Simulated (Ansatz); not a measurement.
# Polymorphs of BaS2

11 relaxations of BaS2 ended in 6 distinct structures. Calculation: r2SCAN (plane waves to 500 eV, PAW, scalar-relativistic; Ansatz, a program for electronic structure).

| # | space group | Pearson | type | E − E(lowest) (eV/atom) | V (Å³/atom) | gap (eV, no SOC) | runs ending here |
|---|---|---|---|---|---|---|---|
| 1 | C2/c | mS12 | – | 0.000 | 29.80 | 1.95 | 5 |
| 2 | Pnma | oP12 | – | 0.037 | 28.71 | 2.37 | 1 |
| 3 | Amm2 | oS6 | – | 0.069 | 30.51 | 1.27 | 2 |
| 4 | P4₁2₁2 | tP12 | – | 0.096 | 31.59 | 2.57 | 1 |
| 5 | Cmmm | oS6 | – | 0.21 | 28.83 | 0.00 | 1 |
| 6 | C222₁ | oS24 | – | 0.357 | 29.39 | 2.14 | 1 |

C2/c, mS12 is the lowest among the structures calculated here.

```cif
data_Ba4S8
_chemical_formula_sum 'Ba4 S8'
_space_group_name_H-M_alt 'C2/c'
_space_group_IT_number 15
_space_group_name_Hall '-C 2yc'
_cell_length_a 9.35574
_cell_length_b 4.78422
_cell_length_c 9.07492
_cell_angle_alpha 90.000
_cell_angle_beta 118.323
_cell_angle_gamma 90.000
loop_
_space_group_symop_operation_xyz
  'x, y, z'
  '-x, -y, -z'
  '-x, y, -z+1/2'
  'x, -y, z+1/2'
  'x+1/2, y+1/2, z'
  '-x+1/2, -y+1/2, -z'
  '-x+1/2, y+1/2, -z+1/2'
  'x+1/2, -y+1/2, z+1/2'
loop_
_atom_site_label
_atom_site_type_symbol
_atom_site_symmetry_multiplicity
_atom_site_Wyckoff_symbol
_atom_site_fract_x
_atom_site_fract_y
_atom_site_fract_z
_atom_site_occupancy
Ba1 Ba 4 e 0.00000 0.14323 0.75000 1
S1 S 8 f 0.16135 0.64722 0.02113 1
```
(The calculation used a cell of 6 atoms; values per cell refer to that cell.)

 2 generated cells of layers, chains or molecules, poorly bound without dispersion, are left out. Each run could gain symmetry but not lose that of its start, so entries can be saddle points. From databases, or of a type measured for this composition: C2/c, mS12; the others are generated cells (placed on structure types, drawn at random, substituted or restacked) that were not matched to a known phase here. Energies are at zero temperature and pressure, without zero-point motion. Each cell has its own k-point mesh; energy differences are given only to the digits this allows. No spin polarisation in the result. Gaps of cells over 8 atoms come from the SCF mesh and high-symmetry points alone.
